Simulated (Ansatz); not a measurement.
Data:

V3Fe:
```cif
data_Fe2V6
_chemical_formula_sum 'V6 Fe2'
_space_group_name_H-M_alt 'P 1'
_space_group_IT_number 1
_cell_length_a 4.61498
_cell_length_b 4.61498
_cell_length_c 4.61498
_cell_angle_alpha 90.000
_cell_angle_beta 90.000
_cell_angle_gamma 90.000
loop_
_space_group_symop_operation_xyz
  'x, y, z'
loop_
_atom_site_label
_atom_site_type_symbol
_atom_site_fract_x
_atom_site_fract_y
_atom_site_fract_z
_atom_site_occupancy
V1 V 0.00000 0.50000 0.75000 1
V2 V 0.00000 0.50000 0.25000 1
V3 V 0.75000 0.00000 0.50000 1
V4 V 0.25000 0.00000 0.50000 1
V5 V 0.50000 0.75000 0.00000 1
V6 V 0.50000 0.25000 0.00000 1
Fe1 Fe 0.50000 0.50000 0.50000 1
Fe2 Fe 0.00000 0.00000 0.00000 1
```

This is the r²SCAN-relaxed structure.

**Question.** All from r²SCAN (plane waves, PAW; program Ansatz), unless another level is named. Predict the density of states at the Fermi level.

**Answer.** 0.90 states/eV per atom (mean over ±0.08 eV).

**Question.** Next, the formation energy from the elements (no fitted shifts)?

**Answer.** -0.062 eV/atom.

Space group Pm-3n (A15 (Cr3Si type)). The first step of the workflow began from a Materials Project structure, measured or hypothetical; the Crystallography Open Database copy checked does not list it. Whether it is the stable phase at ambient conditions was not checked. Symmetry was held in the r²SCAN relaxation; whether a distortion lowers the energy is not shown. The run is not spin-polarised. The references are the lowest solids computed at this level, not always the standard phases.

Potentials: the later of the program's two PAW sets.
